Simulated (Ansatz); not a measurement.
BiS (CsCl-type structure)

Computed with Ansatz (plane waves, PAW, 420 eV cutoff): PBEsol, scalar-relativistic, no spin polarisation, 10×10×10 k-mesh, Gaussian smearing of 0.05 eV; PAW files: Ansatz's generated set soft_2.

```cif
data_structure
_symmetry_space_group_name_H-M 'P 1'
_symmetry_Int_Tables_number 1
_cell_length_a 3.5216
_cell_length_b 3.5216
_cell_length_c 3.5216
_cell_angle_alpha 90.000
_cell_angle_beta 90.000
_cell_angle_gamma 90.000
_cell_volume 43.67
loop_
_atom_site_label
_atom_site_type_symbol
_atom_site_fract_x
_atom_site_fract_y
_atom_site_fract_z
_atom_site_occupancy
Bi1 Bi 0.00000 0.00000 0.00000 1
S1 S 0.50000 0.50000 0.50000 1
```

This is a trial structure made by placing the elements on a prototype's sites, so it needn't be the stable form.

Q: Which orbitals carry the states at the Fermi level, and how many states are there?

A: Within 0.1 eV of it: Bi 6p 66 %, S 3p 27 % (shares among the projected shells). The density of states at the Fermi level is about 1.1 states/eV per cell, averaged over 0.3 eV.

Density of states (tetrahedra, averaged over 0.3 eV; states/eV per cell of 2 atoms; energy in eV from the Fermi level; projections on Löwdin-orthogonalised atomic orbitals, summed over sites):

| E | total | S 3p | Bi 6p | Bi 6s | S 3s |
| --- | --- | --- | --- | --- | --- |
| -6.70 | 0.12 | 0.06 | 0.06 | 0.00 | 0.00 |
| -6.40 | 0.45 | 0.24 | 0.21 | 0.00 | 0.00 |
| -6.10 | 0.71 | 0.37 | 0.31 | 0.01 | 0.01 |
| -5.80 | 0.95 | 0.50 | 0.40 | 0.02 | 0.02 |
| -5.50 | 1.36 | 0.73 | 0.55 | 0.03 | 0.04 |
| -5.20 | 1.60 | 0.89 | 0.61 | 0.05 | 0.05 |
| -4.90 | 1.37 | 0.77 | 0.47 | 0.06 | 0.04 |
| -4.60 | 1.07 | 0.60 | 0.35 | 0.06 | 0.04 |
| -4.30 | 1.05 | 0.62 | 0.31 | 0.06 | 0.04 |
| -4.00 | 1.20 | 0.78 | 0.30 | 0.06 | 0.04 |
| -3.70 | 1.17 | 0.79 | 0.27 | 0.06 | 0.03 |
| -3.40 | 1.27 | 0.90 | 0.26 | 0.06 | 0.03 |
| -3.10 | 1.36 | 1.01 | 0.24 | 0.06 | 0.02 |
| -2.80 | 1.41 | 1.06 | 0.26 | 0.05 | 0.02 |
| -2.50 | 1.44 | 1.10 | 0.23 | 0.06 | 0.02 |
| -2.20 | 1.69 | 1.33 | 0.25 | 0.07 | 0.02 |
| -1.90 | 1.92 | 1.58 | 0.22 | 0.08 | 0.01 |
| -1.60 | 0.61 | 0.38 | 0.19 | 0.02 | 0.00 |
| -1.30 | 0.28 | 0.06 | 0.21 | 0.00 | 0.00 |
| -1.00 | 0.36 | 0.08 | 0.25 | 0.00 | 0.00 |
| -0.70 | 0.48 | 0.12 | 0.32 | 0.01 | 0.01 |
| -0.40 | 0.61 | 0.16 | 0.39 | 0.01 | 0.02 |
| -0.10 | 0.92 | 0.23 | 0.58 | 0.01 | 0.05 |
| 0.20 | 1.34 | 0.35 | 0.84 | 0.01 | 0.07 |
| 0.50 | 1.46 | 0.44 | 0.86 | 0.01 | 0.07 |
| 0.80 | 1.13 | 0.36 | 0.65 | 0.01 | 0.05 |
| 1.10 | 1.44 | 0.49 | 0.82 | 0.01 | 0.05 |
| 1.40 | 1.29 | 0.40 | 0.78 | 0.01 | 0.03 |
| 1.70 | 1.19 | 0.32 | 0.77 | 0.01 | 0.02 |
| 2.00 | 1.16 | 0.30 | 0.77 | 0.01 | 0.01 |
| 2.30 | 1.39 | 0.36 | 0.92 | 0.01 | 0.02 |
| 2.60 | 1.53 | 0.35 | 1.08 | 0.01 | 0.01 |
| 2.90 | 1.98 | 0.46 | 1.41 | 0.01 | 0.01 |
| 3.20 | 1.76 | 0.43 | 1.22 | 0.00 | 0.00 |
| 3.50 | 0.71 | 0.16 | 0.40 | 0.00 | 0.00 |
| 3.80 | 0.13 | 0.03 | 0.08 | 0.00 | 0.00 |
| 4.10 | 0.10 | 0.01 | 0.05 | 0.00 | 0.00 |

With 21 valence electrons in the calculation's cell and no magnetic order, the bands, two electrons each, can't all be full or empty: band theory demands a metal.

For elements this heavy, spin–orbit coupling would shift levels and gaps; it isn't included here. Spin polarisation wasn't tried.
